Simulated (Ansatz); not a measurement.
The start is a generated cell, VSi2 built in the AFLOW prototype A2B_oP12_62_2c_c (C23, as in PbCl2). A full variable-cell relaxation at zero pressure is run with PBEsol (plane waves to 420 eV, PAW, scalar-relativistic; Ansatz, a quantum-chemistry and plane-wave program). The first steps use a coarse 3×5×3 k-mesh.

Input geometry:
```
VSi2
1.0
    6.07005     0.00000     0.00000
    0.00000     3.61173     0.00000
    0.00000     0.00000     7.20498
V Si
4 8
Direct
  0.73770   0.25000   0.59590
  0.23770   0.25000   0.90410
  0.26230   0.75000   0.40410
  0.76230   0.75000   0.09590
  0.62500   0.25000   0.92170
  0.12500   0.25000   0.57830
  0.37500   0.75000   0.07830
  0.87500   0.75000   0.42170
  0.52020   0.25000   0.33700
  0.02020   0.25000   0.16300
  0.47980   0.75000   0.66300
  0.97980   0.75000   0.83700
```
Spin-polarised start, with parallel moments on V.

Q: How large is the pressure on the unrelaxed cell, and of which sign?

A: +15 GPa (positive: the cell is compressed).

Q: How much energy is released per atom?

A: 0.73 eV/atom.

Q: How does the volume per atom move from start to end?

A: +0.8 %, from 13.16 to 13.27 Å³/atom.

Q: How do the shortest distances between atoms change?

A: The closest pairs of elements (up to four, under 3.6 Å), start → end: Si–V 2.29 → 2.44 Å; Si–Si 2.61 → 2.39 Å; V–V 3.61 → 3.21 Å.

Q: What band gap does the relaxed structure have at this level?

A: Zero (metallic).

Q: Write out the relaxed structure.

A: 
Space group Pnma (No. 62); a = 5.9830 Å, b = 3.2126 Å, c = 8.2848 Å, α = 90.00°, β = 90.00°, γ = 90.00°

```tsv
atom	site	symmetry	x	y	z
V	4c	.m.	0.2435	0.7500	0.3245
Si	4c	.m.	0.1359	0.2500	0.5432
Si	4c	.m.	0.0679	0.2500	0.1220
```

The space group stays Pnma (No. 62) (the run could not lower it), with 12 atoms in the primitive cell. Final values are on a 7×12×5 k-mesh of the relaxed cell. No spin polarisation in the result: the starting moments vanished.

The run could not lose the symmetry of its start, so the end can be a saddle point.

The relaxed structure here is a generated cell of VSi2: the first start was made by placing the elements on the sites of a structure type, and the end was not matched to a known phase here, so it may be hypothetical.
